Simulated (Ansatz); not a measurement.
Si₂W (MoSi2 or CaC2 type, space group No. 139) at seven volumes, DFT-LDA in the program Ansatz with PAW potentials, shape and atoms relaxed at each. One row is withheld.

```json
[
 {"V (Å³/atom)": "11.960", "P (GPa)": "27.54"},
 {"V (Å³/atom)": "12.354", "P (GPa)": "?"},
 {"V (Å³/atom)": "12.748", "P (GPa)": "7.75"},
 {"V (Å³/atom)": "13.143", "P (GPa)": "0.00"},
 {"V (Å³/atom)": "13.537", "P (GPa)": "-6.60"},
 {"V (Å³/atom)": "13.931", "P (GPa)": "-12.20"},
 {"V (Å³/atom)": "14.325", "P (GPa)": "-16.95"}
]
```

**Question.** Fit the shown pressures and predict the withheld one.

**Answer.** P = (3/2)B₀(x^(7/2) − x^(5/2))[1 + (3/4)(B′ − 4)(x − 1)] with x = (V₀/V)^(2/3). Least squares on the six rows gives V₀ = 13.143 Å³/atom, B₀ = 238 GPa, B′ = 4.37. At V = 12.354, x = 1.0421 and P = 16.87 GPa. The run itself gave 16.86 GPa.

Space group I4/mmm (MoSi2 or CaC2 type). The cell was relaxed with LDA under the symmetry of its start; of distortions, only those at the zone centre were tested. The run is not spin-polarised. Spin–orbit coupling is left out wherever it is not named.

Potentials: the later of the program's two PAW sets.
